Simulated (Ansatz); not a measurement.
## Sc started on a Pb site next to Sc started on a Pb site in cubic perovskite CsPbBr3, 40 atoms, charge 0

These are results of DFT, PBEsol, PAW, plane waves (Ansatz), not measurements.

Command:

```sh
ansatz run in.yaml --threads 8 --pin off --max-ram 118750MiB --runs-dir r --events-out ev --progress --plain --backend cuda --devices 0,
```

The input less its lattice and atoms (starting moments on atoms near the defect: 2 μB in all):

```yaml
crystal:
  symmetry: { detect: false }
kpoints:
  mp_grid: { grid: [1, 1, 1], shift: [0.25, 0.25, 0.25] }
hamiltonian:
  xc: pbesol
magnetization:
  spin_polarized: true
scf:
  occupations: { method: fermi_dirac, width: 0.01 }
relax:
  f_tol: 0.03
  max_steps: 80
  escape_saddle: false
  adjacent_minimum: "off"
output:
  forces: true
  eigenvalues: true
  populations: true
```

Start:

```xyz
40
Lattice="11.7633 0.0000 0.0000 0.0000 11.7633 0.0000 0.0000 0.0000 11.7633" Properties=species:S:1:pos:R:3 pbc="T T T"
Cs    0.0403    0.0149    0.0028
Cs    0.0108    0.0117    5.8610
Cs    0.0028    5.8974   11.7605
Cs    0.0092    5.9225    5.8925
Cs    5.8888    0.0441   11.7558
Cs    5.8736   11.7452    5.8901
Cs    5.8873    5.8889   11.7392
Cs    5.9192    5.8807    5.9073
Sc    2.9253    2.9435    2.9191
Sc    2.9098    2.9488    8.8199
Pb    2.9735    8.8184    2.9527
Pb    2.9343    8.8189    8.8232
Pb    8.8379    2.9040    2.9822
Pb    8.8312    2.9310    8.8157
Pb    8.8424    8.8205    2.9452
Pb    8.8042    8.8177    8.8055
Br    2.9417    2.9502    0.0318
Br    2.9544    2.9139    5.8956
Br    2.9582    8.8277    0.0492
Br    2.9412    8.8428    5.8708
Br    8.8170    2.9390   11.7428
Br    8.8159    2.9150    5.8894
Br    8.8311    8.8040   11.7386
Br    8.7721    8.8396    5.8413
Br    0.0149    2.9173    2.9456
Br   11.7498    2.9573    8.8636
Br    0.0151    8.8028    2.9339
Br   11.7245    8.8009    8.7998
Br    5.8931    2.9002    2.9515
Br    5.8670    2.9048    8.8218
Br    5.9017    8.8486    2.9671
Br    5.8249    8.8009    8.8151
Br    2.9587   11.7618    2.9412
Br    2.9158    0.0048    8.7904
Br    2.9453    5.9042    2.9372
Br    2.9445    5.8946    8.8173
Br    8.8063   11.7575    2.9376
Br    8.8077    0.0171    8.8383
Br    8.8419    5.8862    2.9642
Br    8.8414    5.8976    8.8314
```

Steps:

```tsv
step	energy less the first (eV)	largest force component (eV/Å)
start	0.000	0.867
1	-0.493	0.375
2	-0.724	0.163
3	-0.775	0.097
4	-0.813	0.267
5	-0.903	0.275
6	-0.987	0.176
7	-1.053	0.054
8	-1.106	0.217
9	-1.146	0.227
10	-1.192	0.135
11	-1.257	0.062
12	-1.297	0.146
13	-1.317	0.052
14	-1.336	0.064
15	-1.348	0.043
16	-1.363	0.080
17	-1.380	0.075
18	-1.401	0.074
19	-1.414	0.066
20	-1.423	0.051
21	-1.427	0.039
22	-1.429	0.017
```

A structure on the way, about -0.72 eV from the start:

```
Cs Sc Pb Br
1.0
    11.76333    0.00000    0.00000
     0.00000   11.76333    0.00000
     0.00000    0.00000   11.76333
Cs Sc Pb Br
8 2 6 24
Direct
  0.00619 0.00440 0.00089
  0.00475 0.00398 0.49858
  0.00320 0.49869 0.99964
  0.00360 0.49980 0.50080
  0.49840 0.00812 0.00039
  0.49501 0.00201 0.49993
  0.49787 0.49837 0.99802
  0.49963 0.49738 0.50115
  0.24956 0.24948 0.24751
  0.24953 0.25006 0.74867
  0.25033 0.74886 0.24924
  0.25060 0.74952 0.74938
  0.74924 0.24944 0.25072
  0.75024 0.24911 0.75055
  0.75006 0.74941 0.25088
  0.75048 0.74938 0.75082
  0.24997 0.24929 0.00153
  0.24962 0.25019 0.50008
  0.25160 0.75082 0.00028
  0.24795 0.75072 0.49880
  0.74975 0.25234 0.00028
  0.74936 0.24747 0.49997
  0.75031 0.74824 0.00079
  0.74721 0.75110 0.49999
  0.01718 0.24630 0.24980
  0.01707 0.24770 0.75524
  0.00157 0.75069 0.25046
  0.00143 0.74975 0.74752
  0.48264 0.25078 0.25091
  0.48223 0.25143 0.75025
  0.49818 0.74949 0.25057
  0.49823 0.74674 0.74962
  0.24845 0.01632 0.24989
  0.24583 0.01726 0.75071
  0.25253 0.48289 0.25045
  0.25321 0.48276 0.74849
  0.75209 0.00115 0.24953
  0.75080 0.00145 0.75137
  0.74924 0.49857 0.25216
  0.74781 0.49801 0.74907
```

End:

```
Cs Sc Pb Br
1.0
    11.76333    0.00000    0.00000
     0.00000   11.76333    0.00000
     0.00000    0.00000   11.76333
Cs Sc Pb Br
8 2 6 24
Direct
  0.98854 0.04803 0.01624
  0.00286 0.99912 0.44001
  0.99543 0.51011 0.01594
  0.00864 0.44546 0.52481
  0.50131 0.95447 0.98640
  0.48634 0.00218 0.47565
  0.50638 0.49458 0.93214
  0.49269 0.52941 0.48481
  0.25472 0.26519 0.22182
  0.25013 0.23864 0.76051
  0.24744 0.74467 0.24070
  0.24193 0.75374 0.74345
  0.73815 0.26007 0.25417
  0.74643 0.24149 0.75186
  0.75053 0.75412 0.24639
  0.75310 0.74565 0.74216
  0.26488 0.30130 0.00471
  0.22759 0.19184 0.54733
  0.27677 0.70950 0.99103
  0.23745 0.78322 0.49023
  0.76136 0.29327 0.00121
  0.77907 0.21344 0.50168
  0.72701 0.70589 0.99435
  0.75877 0.80618 0.49451
  0.03245 0.25406 0.25120
  0.02589 0.27294 0.79172
  0.00112 0.78527 0.20636
  0.99929 0.68763 0.75127
  0.46448 0.26946 0.29607
  0.47978 0.21272 0.76791
  0.49825 0.76137 0.26343
  0.49695 0.75582 0.72623
  0.25994 0.04122 0.22300
  0.23498 0.02599 0.82948
  0.23602 0.47896 0.29626
  0.28006 0.45855 0.72103
  0.73931 0.00873 0.21229
  0.76471 0.99445 0.80323
  0.77088 0.50807 0.30054
  0.72134 0.49265 0.70279
```

The run converged.

Time: 68 s of wall time on one NVIDIA GB300 with 8 processor threads, on a host shared with other runs; peak host memory 2.4 GiB.

How much energy did the relaxation gain, and which atom moved most?

1.43 eV in 22 steps, from a start with small random displacements (the gain also holds any tilting of the ideal host); atom 34 (Br) moved 1.02 Å, the median atom 0.58 Å (drift of the whole cell removed).

The moment started at 2 μB and ended at 2.0 μB; no other spin state is shown. The one k point has no symmetry partners, which can distort the end along one axis.
